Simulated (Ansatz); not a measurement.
PbS:
```yaml
crystal:
  lattice:
    - [4.22525, 0.00000, 0.00000]
    - [0.00000, 5.97135, 0.00000]
    - [0.00000, 0.00000, 4.22526]
  atoms:
    - { symbol: Pb, position: [0.50000, 0.50000, 0.24994] }
    - { symbol: Pb, position: [0.00000, 0.00000, 0.75006] }
    - { symbol: S, position: [0.00000, 0.50000, 0.75009] }
    - { symbol: S, position: [0.50000, 0.00000, 0.24991] }
```

Relaxed with r²SCAN.

Question: Map the valence electron density (e/Å³), cut off at 1 on the plane through (0.500, 0.500, 0.250) spanned by u = [0, 1, 0] and v = [1, 0, 1] in lattice vectors, from the program Ansatz at the r²SCAN level (PAW).

Answer: x is the fraction of u, y of v (the angle between them is 90°; rows are the nearest grid lines); atoms in the plane: Pb at (0.00, 0.00), Pb at (0.50, 0.50), S at (0.00, 0.50), S at (0.50, 1.00).
```
|9999963223589930399853223699999|
|9999963223589953599853223699999|
|9999631112357999997532111369999|
|9996321111235788875321111236999|
|6643210001123455543211000123466|
|2211100000011122211100000011122|
|2211100000011122211100000011122|
|3322110000011233321100000112233|
|5543211000123466643210001123455|
|9997532111369999999631112357999|
|9999742112499999999942112479999|
|3599853223699999999963223589953|
|3599853223699999999963223589953|
|9999742112499999999942112479999|
|9997532111369999999631112357999|
|5543211000123466643210001123455|
|3322110000011233321100000112233|
|2211100000011122211100000011122|
|2211100000011122211100000011122|
|6643210001123455543211000123466|
|9996321111235788875321111236999|
|9999631112357999997532111369999|
|9999963223589953599853223699999|
|9999963223589930399853223699999|
```
Scale: ten equal steps from 0.000 (start of '0') to 1.00 (end of '9'), in the order '0123456789'; x runs from 0.000 to 1.00, y from 0.000 (bottom) to 1.00 (top).

The density is the valence pseudo-density with augmentation charge, so density and ELF within about 1 Å of a nucleus are not all-electron values.

Space group Fm-3m (rock salt). Symmetry was held in the r²SCAN relaxation; of distortions, only those at the zone centre were tested. Spin–orbit coupling is left out wherever it is not named.

Potentials: the later of the program's two PAW sets.
